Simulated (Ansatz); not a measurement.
Here is the system:

ZrHg (space group P4/mmm)

```
ZrHg
1.0
    3.10973     0.00000     0.00000
    0.00000     3.10973     0.00000
    0.00000     0.00000     4.23500
Zr Hg
1 1
Direct
  0.50000   0.50000   0.50000
  0.00000   0.00000   0.00000
```

The volume is varied about the relaxed value V₀ at fixed cell shape. Symmetry pins the atoms to their sites.

Level of theory: PBEsol (plane waves to 420 eV, PAW, scalar-relativistic; Ansatz, a first-principles code). k mesh 15×15×11 (Γ-centred), Fermi-Dirac smearing 0.05 eV. Energies are smeared free energies. Compression counts positive. With the shape held, the modulus is that of even scaling; a crystal free to change shape is softer. Spin-orbit coupling is left out, though Hg is heavy. ZrHg is run without spin polarisation. ZrHg was relaxed with its symmetry unable to fall. ΔE is measured from the relaxed starting cell.

The scan covers V/V₀ from 0.840 to 1.160 in 13 points.

**Question.** What is the fitted pressure derivative B₀′?

**Answer.** 4.6.

**Question.** What bulk modulus at fixed cell shape B₀ follows from a third-order Birch-Murnaghan fit?

**Answer.** 117 GPa.

(A scan under strain: stresses follow from slopes of the energy per volume, elastic moduli from its curvatures.)
